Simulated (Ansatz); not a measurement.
Te in space group Pbam (No. 55; Te on 4h) under volume change, r²SCAN+D4 (plane waves, PAW; program Ansatz), shape and atoms relaxed at each volume.

```tsv
V (Å³/atom)	E − E(relaxed) (meV/atom)	P (GPa)
30.225	19.8	3.59
31.190	(withheld)	(withheld)
32.155	0.0	0.00
33.119	3.5	-1.08
34.084	(withheld)	(withheld)
```

Q: Fill in the missing entries.

A: 
- 34.084, E − E(relaxed) (meV/atom): 12.1
- 34.084, P (GPa): -1.64
- 31.190, E − E(relaxed) (meV/atom): 4.9
- 31.190, P (GPa): 1.67

Q: What does a third-order Birch–Murnaghan fit give for V₀, B₀ and B′?

A: V₀ = 32.19 Å³/atom, B₀ = 41.4 GPa, B′ = 11.1.

The first step of the workflow began from a Materials Project structure, measured or hypothetical; the Crystallography Open Database copy checked does not list it. It is not the phase usual at ambient conditions (space group No. 152). The cell was relaxed with r²SCAN+D4 under the symmetry of its start; its stability against distortions is not shown here. Scalar-relativistic: spin–orbit coupling is off unless named, which matters more the heavier the elements.

Potentials: the later of the program's two PAW sets.
